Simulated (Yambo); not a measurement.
# Optical response of Be₂C at -1.5 % isotropic strain

```
CELL_PARAMETERS angstrom
      0.00000     2.12566     2.12566
      2.12566     0.00000     2.12566
      2.12566     2.12566     0.00000
ATOMIC_POSITIONS crystal
  Be 0.75000 0.75000 0.75000
  Be 0.25000 0.25000 0.25000
  C  0.00000 0.00000 0.00000
```

Yambo, RPA with local fields on PBEsol bands; 16×16×16 mesh, 16 bands, 4 Ry local-field block, 0.2 eV broadening; field along x.

| E (eV) | Im ε | Re ε | Im ε, independent particles |
|---|---|---|---|
| 0.0 | 0.00 | 6.62 | 0.00 |
| 0.5 | 0.02 | 6.64 | 0.02 |
| 1.0 | 0.04 | 6.71 | 0.04 |
| 1.5 | 0.06 | 6.83 | 0.07 |
| 2.0 | 0.09 | 7.02 | 0.10 |
| 2.5 | 0.12 | 7.27 | 0.14 |
| 3.0 | 0.18 | 7.64 | 0.20 |
| 3.5 | 0.27 | 8.17 | 0.31 |
| 4.0 | 0.53 | 9.01 | 0.62 |
| 4.5 | 1.61 | 9.91 | 1.91 |
| 5.0 | 2.30 | 10.3 | 2.75 |
| 5.5 | 2.76 | 10.5 | 3.34 |
| 6.0 | 4.17 | 11.8 | 5.10 |
| 6.5 | 6.77 | 13.2 | 8.66 |
| 7.0 | 11.6 | 14.1 | 15.8 |
| 7.5 | 17.9 | 10.2 | 22.1 |
| 8.0 | 18.4 | 1.56 | 19.7 |
| 8.5 | 12.1 | -5.22 | 11.4 |
| 9.0 | 9.14 | -1.90 | 9.24 |
| 9.5 | 9.24 | -2.48 | 8.84 |
| 10.0 | 7.00 | -3.75 | 6.60 |
| 10.5 | 5.70 | -3.44 | 5.16 |
| 11.0 | 5.32 | -2.72 | 5.11 |
| 11.5 | 4.81 | -3.07 | 4.46 |
| 12.0 | 3.64 | -2.86 | 3.38 |
| 12.5 | 3.54 | -2.61 | 3.28 |
| 13.0 | 2.70 | -2.79 | 2.45 |
| 13.5 | 2.06 | -2.40 | 1.87 |
| 14.0 | 2.10 | -1.80 | 1.94 |
| 14.5 | 1.99 | -2.00 | 1.75 |
| 15.0 | 1.44 | -1.89 | 1.27 |
| 15.5 | 1.19 | -1.52 | 1.06 |
| 16.0 | 1.34 | -1.25 | 1.22 |
| 16.5 | 1.06 | -1.32 | 0.91 |
| 17.0 | 0.88 | -1.19 | 0.77 |
| 17.5 | 0.72 | -0.96 | 0.64 |
| 18.0 | 0.82 | -0.74 | 0.74 |
| 18.5 | 0.63 | -0.81 | 0.54 |
| 19.0 | 0.55 | -0.65 | 0.49 |
| 19.5 | 0.50 | -0.53 | 0.44 |
| 20.0 | 0.43 | -0.48 | 0.37 |

Structure narrower than a few tenths of an eV can come from the finite k mesh. Convergence of the RPA response with its 16×16×16 mesh was not tested. No excitonic effects at this level.

Geometry strained from the cell relaxed with PBEsol, atoms relaxed again.
